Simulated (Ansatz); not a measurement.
Relaxed-ion elastic tensor of ZrCu (CsCl type, Pm-3m) in GPa (Voigt order), r²SCAN (plane waves, PAW; program Ansatz); density 7.46 g/cm³, 17.22 Å³ per atom.

```
 147   116   116   0.0   0.0   0.0
 116   147   116   0.0   0.0   0.0
 116   116   147   0.0   0.0   0.0
 0.0   0.0   0.0  39.9   0.0   0.0
 0.0   0.0   0.0   0.0  39.9   0.0
 0.0   0.0   0.0   0.0   0.0  39.9
```

Is the crystal mechanically stable?

Yes: the smallest eigenvalue of C is 31.3 GPa.

Work out the Voigt, Reuss and Hill averages.

K_V = 126, K_R = 126, K_H = 126; G_V = 30.2, G_R = 24.6, G_H = 27.4 GPa.

Give Young's modulus, Poisson's ratio, Pugh's ratio and the universal anisotropy index.

E = 9KG/(3K + G) = 76.7 GPa; ν = 0.40; K/G = 4.61 (ductile by the Pugh limit of 1.75); A_U = 5G_V/G_R + K_V/K_R − 6 = 1.13.

Estimate the sound speeds and the Debye temperature.

v_l = √((K + 4G/3)/ρ) = 4670 m/s, v_t = √(G/ρ) = 1920 m/s, mean 2170 m/s; Θ = (h/k)(3n/4πV)^(1/3) v_m = 250 K.

Give the Zener ratio and Young's modulus along [100], [110] and [111].

A = 2C44/(C11 − C12) = 2.55; 1/E = S11 − 2(S11 − S12 − S44/2)Γ with Γ = 0, 1/4, 1/3 gives 45.1, 80.2, 108 GPa.

The first step of the workflow began from a Materials Project structure, measured or hypothetical; the Crystallography Open Database copy checked does not list it. Whether it is the stable phase at ambient conditions was not checked. The cell was relaxed with r²SCAN under the symmetry of its start; whether a distortion lowers the energy is not shown. No spin polarisation was allowed. As this level gives no gap, shear constants depend on the k-mesh and smearing (Fermi–Dirac, 0.1 eV here).

Potentials: the later of the program's two PAW sets.
